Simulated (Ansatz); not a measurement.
Ba₂Zn₃As₂O₂:
```
CELL_PARAMETERS angstrom
     -2.08388     2.08388     9.95920
      2.08388    -2.08388     9.95920
      2.08388     2.08388    -9.95920
ATOMIC_POSITIONS crystal
  Ba 0.58871 0.58871 0.00000
  Ba 0.41129 0.41129 0.00000
  Zn 0.00000 0.00000 0.00000
  Zn 0.25000 0.75000 0.50000
  Zn 0.75000 0.25000 0.50000
  As 0.17525 0.17525 0.00000
  As 0.82475 0.82475 0.00000
  O  0.50000 0.00000 0.50000
  O  0.00000 0.50000 0.50000
```

Relaxed with r²SCAN.

Task: Give the Bader charges and basin volumes of the independent atoms, DFT-r²SCAN in the program Ansatz with PAW potentials.

Result: 

```tsv
atom	Bader charge (e)	Bader volume (Å³)
Ba1	+1.45	23.8
Zn3	+1.17	11.6
Zn4	+0.52	14.5
As6	-1.19	28.8
O8	-1.37	13.6
```

Space group I4/mmm. The first step of the workflow began from a Materials Project structure, measured or hypothetical; the Crystallography Open Database copy checked does not list it. Its standing as an ambient phase is unchecked. Symmetry was held in the r²SCAN relaxation; its stability against distortions is not shown here. Spin–orbit coupling is left out wherever it is not named.

Potentials: the later of the program's two PAW sets.
